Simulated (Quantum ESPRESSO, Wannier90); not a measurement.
## MgBr$_{2}$ (CdI2 type): Wannier90 run

Cell from Materials Project (mp-30034), symmetrised, no further relaxation. COD (Crystallography Open Database) has an entry of this formula and space group (matched by these alone). Level: PBEsol, no spin polarisation, no spin-orbit coupling; pw.x of Quantum ESPRESSO at 68 Ry with PseudoDojo potentials, 12×12×6 k-points, Wannier90. Density: 12×12×6 mesh, cold smearing 0.01 Ry. The cell is built of weakly bound layers, chains or molecules, whose nearest atoms lie 4.07 Å apart. Database cells relaxed without dispersion often hold them too far apart, which can enlarge gaps and weakens couplings between them; spacing and stacking were not compared with the measured crystal. Spin-orbit coupling, left out, would split the p-like bands by a few tenths of an eV.

Input w.win:

```
num_bands = 21
num_wann = 12
exclude_bands = 1-4
num_iter = 0
conv_tol = 1.0e-6
conv_window = 4
dis_num_iter = 1000
dis_conv_tol = 1.0e-6
dis_froz_max = 7.98
write_hr = true
write_u_matrices = true
begin projections
Mg: s;p
Br: s;p
end projections
begin unit_cell_cart
ang
    3.8574699938    0.0000000000    0.0000000000
   -1.9287349969    3.3406670090    0.0000000000
    0.0000000000    0.0000000000    6.4019200000
end unit_cell_cart
begin atoms_frac
Mg   0.0000000000  0.0000000000  0.0000000000
Br   0.3333333333 -0.3333333333  0.2334800000
Br  -0.3333333333  0.3333333333 -0.2334800000
end atoms_frac
mp_grid = 12 12 6
begin kpoints
0.0000000000 0.0000000000 0.0000000000
0.0000000000 0.0000000000 0.1666666667
0.0000000000 0.0000000000 0.3333333333
... (861 more lines: the 12x12x6 mesh through Gamma)
end kpoints
```

On the energy scale of pw.x, whose zero is arbitrary, the valence-band maximum lies at 2.27 eV. Lines of w_hr.dat (R1 R2 R3 m n Re Im, eV) for R = 0 and one of the shortest lattice vectors, rounded to 0.01 eV, lines under 0.02 eV left out; orbitals in order: Mg1 s, Mg1 pz, Mg1 px, Mg1 py, Br2 s, Br2 pz, Br2 px, Br2 py, Br3 s, Br3 pz, Br3 px, Br3 py.

```
    0    0    0    1    1     5.96     0.00
    0    0    0    5    1    -0.78     0.00
    0    0    0    6    1     0.79     0.00
    0    0    0    7    1     1.14     0.00
    0    0    0    8    1    -0.66     0.00
    0    0    0    9    1    -0.78     0.00
    0    0    0   10    1    -0.79     0.00
    0    0    0   11    1    -1.14     0.00
    0    0    0   12    1     0.66     0.00
    0    0    0    2    2     9.58     0.00
    0    0    0    5    2    -0.82     0.00
    0    0    0    6    2     0.13     0.00
    0    0    0    7    2     1.23     0.00
    0    0    0    8    2    -0.71     0.00
    0    0    0    9    2     0.82     0.00
    0    0    0   10    2     0.13     0.00
    0    0    0   11    2     1.23     0.00
    0    0    0   12    2    -0.71     0.00
    0    0    0    3    3     9.50     0.00
    0    0    0    5    3    -1.03     0.00
    0    0    0    6    3     1.11     0.00
    0    0    0    7    3     0.91     0.00
    0    0    0    8    3    -0.93     0.00
    0    0    0    9    3     1.03     0.00
    0    0    0   10    3     1.11     0.00
    0    0    0   11    3     0.91     0.00
    0    0    0   12    3    -0.93     0.00
    0    0    0    4    4     9.50     0.00
    0    0    0    5    4     0.60     0.00
    0    0    0    6    4    -0.64     0.00
    0    0    0    7    4    -0.93     0.00
    0    0    0    8    4    -0.16     0.00
    0    0    0    9    4    -0.60     0.00
    0    0    0   10    4    -0.64     0.00
    0    0    0   11    4    -0.93     0.00
    0    0    0   12    4    -0.16     0.00
    0    0    0    1    5    -0.78     0.00
    0    0    0    2    5    -0.82     0.00
    0    0    0    3    5    -1.03     0.00
    0    0    0    4    5     0.60     0.00
    0    0    0    5    5   -10.44     0.00
    0    0    0    6    5     0.20     0.00
    0    0    0    9    5    -0.07     0.00
    0    0    0   10    5    -0.06     0.00
    0    0    0   11    5    -0.09     0.00
    0    0    0   12    5     0.05     0.00
    0    0    0    1    6     0.79     0.00
    0    0    0    2    6     0.13     0.00
    0    0    0    3    6     1.11     0.00
    0    0    0    4    6    -0.64     0.00
    0    0    0    5    6     0.20     0.00
    0    0    0    6    6     1.64     0.00
    0    0    0    9    6     0.06     0.00
    0    0    0   10    6     0.12     0.00
    0    0    0   11    6     0.07     0.00
    0    0    0   12    6    -0.04     0.00
    0    0    0    1    7     1.14     0.00
    0    0    0    2    7     1.23     0.00
    0    0    0    3    7     0.91     0.00
    0    0    0    4    7    -0.93     0.00
    0    0    0    7    7     1.75     0.00
    0    0    0    9    7     0.09     0.00
    0    0    0   10    7     0.07     0.00
    0    0    0   11    7     0.19     0.00
    0    0    0   12    7    -0.06     0.00
    0    0    0    1    8    -0.66     0.00
    0    0    0    2    8    -0.71     0.00
    0    0    0    3    8    -0.93     0.00
    0    0    0    4    8    -0.16     0.00
    0    0    0    8    8     1.75     0.00
    0    0    0    9    8    -0.05     0.00
    0    0    0   10    8    -0.04     0.00
    0    0    0   11    8    -0.06     0.00
    0    0    0   12    8     0.11     0.00
    0    0    0    1    9    -0.78     0.00
    0    0    0    2    9     0.82     0.00
    0    0    0    3    9     1.03     0.00
    0    0    0    4    9    -0.60     0.00
    0    0    0    5    9    -0.07     0.00
    0    0    0    6    9     0.06     0.00
    0    0    0    7    9     0.09     0.00
    0    0    0    8    9    -0.05     0.00
    0    0    0    9    9   -10.44     0.00
    0    0    0   10    9    -0.20     0.00
    0    0    0    1   10    -0.79     0.00
    0    0    0    2   10     0.13     0.00
    0    0    0    3   10     1.11     0.00
    0    0    0    4   10    -0.64     0.00
    0    0    0    5   10    -0.06     0.00
    0    0    0    6   10     0.12     0.00
    0    0    0    7   10     0.07     0.00
    0    0    0    8   10    -0.04     0.00
    0    0    0    9   10    -0.20     0.00
    0    0    0   10   10     1.64     0.00
    0    0    0    1   11    -1.14     0.00
    0    0    0    2   11     1.23     0.00
    0    0    0    3   11     0.91     0.00
    0    0    0    4   11    -0.93     0.00
    0    0    0    5   11    -0.09     0.00
    0    0    0    6   11     0.07     0.00
    0    0    0    7   11     0.19     0.00
    0    0    0    8   11    -0.06     0.00
    0    0    0   11   11     1.75     0.00
    0    0    0    1   12     0.66     0.00
    0    0    0    2   12    -0.71     0.00
    0    0    0    3   12    -0.93     0.00
    0    0    0    4   12    -0.16     0.00
    0    0    0    5   12     0.05     0.00
    0    0    0    6   12    -0.04     0.00
    0    0    0    7   12    -0.06     0.00
    0    0    0    8   12     0.11     0.00
    0    0    0   12   12     1.75     0.00
   -1   -1    0    1    1    -0.10     0.00
   -1   -1    0    3    1     0.09     0.00
   -1   -1    0    4    1     0.16     0.00
   -1   -1    0    5    1     0.03     0.00
   -1   -1    0    9    1     0.03     0.00
   -1   -1    0    2    2    -0.27     0.00
   -1   -1    0    3    2     0.11     0.00
   -1   -1    0    4    2    -0.06     0.00
   -1   -1    0    1    3    -0.09     0.00
   -1   -1    0    2    3     0.11     0.00
   -1   -1    0    3    3    -0.03     0.00
   -1   -1    0    4    3     0.34     0.00
   -1   -1    0    5    3     0.04     0.00
   -1   -1    0    6    3    -0.03     0.00
   -1   -1    0   11    3    -0.02     0.00
   -1   -1    0    1    4    -0.16     0.00
   -1   -1    0    2    4    -0.06     0.00
   -1   -1    0    3    4     0.34     0.00
   -1   -1    0    4    4     0.37     0.00
   -1   -1    0    5    4     0.02     0.00
   -1   -1    0    9    4     0.05     0.00
   -1   -1    0   10    4     0.04     0.00
   -1   -1    0    1    5     0.03     0.00
   -1   -1    0    4    5    -0.05     0.00
   -1   -1    0    4    6     0.04     0.00
   -1   -1    0    6    6    -0.08     0.00
   -1   -1    0    7    6     0.09     0.00
   -1   -1    0    8    6     0.05     0.00
   -1   -1    0    3    7    -0.02     0.00
   -1   -1    0    8    7     0.02     0.00
   -1   -1    0    5    8    -0.02     0.00
   -1   -1    0    6    8    -0.10     0.00
   -1   -1    0    7    8     0.17     0.00
   -1   -1    0    8    8     0.13     0.00
   -1   -1    0    1    9     0.03     0.00
   -1   -1    0    3    9    -0.04     0.00
   -1   -1    0    4    9    -0.02     0.00
   -1   -1    0   12    9     0.02     0.00
   -1   -1    0    3   10    -0.03     0.00
   -1   -1    0   10   10    -0.08     0.00
   -1   -1    0   12   10    -0.10     0.00
   -1   -1    0   10   11     0.09     0.00
   -1   -1    0   12   11     0.17     0.00
   -1   -1    0   10   12     0.05     0.00
   -1   -1    0   11   12     0.02     0.00
   -1   -1    0   12   12     0.13     0.00
```
